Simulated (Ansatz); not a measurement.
TePb (rock salt, space group No. 225), plane-wave PAW r²SCAN (Ansatz code). The conduction-band minimum lies at L, with 4 equivalent valleys. Second derivatives d²E/dk² of the lowest band at one valley (eV·Å²), along Cartesian directions:

```
direction  d²E/dk²
---------  -------
[100]        50.06
[010]        50.06
[001]        50.06
[110]        36.46
[101]        64.98
[011]        64.98
```

Q: Find the principal effective masses, the density-of-states mass and the conductivity mass.

A: Off-diagonal terms follow from H_xy = H[110] − (H_xx + H_yy)/2, and m*/mₑ = 7.620 eV·Å² over each eigenvalue: 0.12, 0.12, 0.36. One valley's DOS mass (m₁m₂m₃)^(1/3) = 0.17, conductivity mass 3/(Σ 1/mᵢ) = 0.15 mₑ.

Q: What effective density of states Nc follows at 300 K for parabolic valleys?

A: Nc = 2.509e19 × 4 × (0.17)^(3/2) ≈ 7.0e18 cm⁻³.

Space group Fm-3m (rock salt). The r²SCAN relaxation kept the symmetry of its start; of distortions, only those at the zone centre were tested. Spin–orbit coupling is left out wherever it is not named.

Potentials: the later of the program's two PAW sets.

Edges and masses are those of Kohn–Sham bands, whose gap is no quasiparticle gap.
